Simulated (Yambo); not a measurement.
Input:

```
Ba2H3I
1.0
    4.53640     0.00000     0.00000
   -2.26820     3.92864     0.00000
    0.00000     0.00000     8.11955
H I Ba
3 1 2
Direct
  0.66667   0.33333   0.35610
  0.33333   0.66667   0.64390
  0.00000   0.00000   0.50000
  0.00000   0.00000   0.00000
  0.66667   0.33333   0.68472
  0.33333   0.66667   0.31528
```

Workflow: LDA (Quantum ESPRESSO, PseudoDojo norm-conserving, 74 Ry, without SOC), then G0W0 in Yambo (3×3×2 Γ-centred k mesh, 256 bands and a 8 Ry block in the screening, 256 bands in G with the Bruneval-Gonze terminator, plasmon pole fitted at 27.2 eV).

Task: Give the LDA and G0W0 gaps between the band edges found on this mesh, and say where the edges lie.

Result: Edges: A → (0, 0.333, -0.5). LDA: 2.31 eV; G0W0: 3.87 eV. The mesh misses an edge: along a dense path the LDA gap is 2.02 eV. Nearest settings tried, and what they do to the gap: 195 bands in W, 195 bands in G: -11 meV; 6 Ry block (247 vectors against 385): -50 meV. Not varied: mesh. So the settings aren't converged at that level. Spin-orbit coupling is left out, which matters for elements this heavy: edges can move by tenths of an eV.

Geometry of the Materials Project entry, not relaxed at this level.

The structure is a Materials Project entry; no match was found in the copy of COD used, and its stability was not checked.
